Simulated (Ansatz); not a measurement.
Start of a relaxation of HoGeF₄:

```cif
data_structure
_symmetry_space_group_name_H-M 'Cmmm'
_symmetry_Int_Tables_number 65
_cell_length_a 7.2721
_cell_length_b 7.3661
_cell_length_c 3.4180
_cell_angle_alpha 90.000
_cell_angle_beta 90.000
_cell_angle_gamma 90.000
_cell_volume 183.09
loop_
_atom_site_label
_atom_site_type_symbol
_atom_site_symmetry_multiplicity
_atom_site_Wyckoff_symbol
_atom_site_fract_x
_atom_site_fract_y
_atom_site_fract_z
_atom_site_occupancy
Ho1 Ho 2 c 0.50000 0.00000 0.50000 1
Ge1 Ge 2 a 0.00000 0.00000 0.00000 1
F1 F 4 h 0.19841 0.00000 0.50000 1
F2 F 4 i 0.50000 0.80236 0.00000 1
```

All numbers below come from DFT PBE, scalar-relativistic, plane waves, PAW, and for the lanthanide a 4f-in-core norm-conserving potential, in Ansatz 0.2.0. Cutoff 690 eV, Gaussian smearing, Γ-centred meshes. Cell and atoms relax first on a coarse mesh and then on a finer one. In between, the cell is made exact in the group found at 0.06 Å. In metals the finer mesh still leaves noise of several meV/atom or more. The steps can't lower the symmetry of their start. No spin polarisation.

A guess keeps its type if space group and coordination stay and the shape of the cell changes little (axis ratios within about 15 %, angles within 6°); the volume may change.

Q: Does this structure survive the relaxation?

A: It doesn't keep its type. The symmetry stays Cmmm (No. 65). The volume per atom grows by 60.5 %, from 15.3 to 24.5 Å³. The shortest distance goes from 2.19 Å (Ho–F) to 2.17 Å (Ho–F). Counting neighbours within 15 % of an atom's shortest distance, the start has F 3, Ge 6, Ho 6 and the end F 2/3, Ge 4, Ho 6. In detail, at the end Ho is surrounded by 6 F at 2.17 Å; Ge has 4 F at 2.38 Å; F on a site of symmetry 2mm is surrounded by 1 Ho at 2.17 Å and 2 Ge at 2.38 Å; 1 more site not described.

```cif
data_structure
_symmetry_space_group_name_H-M 'P 1'
_symmetry_Int_Tables_number 1
_cell_length_a 6.7648
_cell_length_b 6.7648
_cell_length_c 3.4493
_cell_angle_alpha 90.000
_cell_angle_beta 90.000
_cell_angle_gamma 111.456
_cell_volume 146.91
loop_
_atom_site_label
_atom_site_type_symbol
_atom_site_fract_x
_atom_site_fract_y
_atom_site_fract_z
_atom_site_occupancy
Ho1 Ho 0.50000 0.50000 0.50000 1
Ge1 Ge 0.00000 0.00000 0.00000 1
F1 F 0.21453 0.21453 0.50000 1
F2 F 0.78547 0.78547 0.50000 1
F3 F 0.61840 0.38160 0.00000 1
F4 F 0.38160 0.61840 0.00000 1
```

Formation energies are uncorrected and refer to the elements' standard structures at the same level (F₂ as a molecule).

Q: At what energy does it end?

A: −2.85 eV/atom. It lies below the elements, which doesn't yet make it stable against other compounds or structures.

The last run used a 6×6×12 mesh (in the run's order of axes) for its 6-atom cell and Gaussian smearing of 0.10 eV. No dispersion correction is applied, so the spacing and binding between layers, chains or molecules are poorly described. An odd number of valence electrons (the lanthanide is held trivalent, its 4f shell in the core) allows no gap without spin; another valence of the lanthanide, a larger cell or a magnetic state could open one. Symmetry constrained the relaxation, so the result can be a saddle point.

The lanthanide is trivalent by construction, without f bands, f moments or other valences. The reference runs of the other elements, and any phases without the lanthanide, used 420 eV, which shifts energies against them by under 10 meV/atom. The lanthanide's reference is the lowest of its hcp, dhcp and fcc cells.

In counts of neighbours, a slash parts the counts of unlike sites.
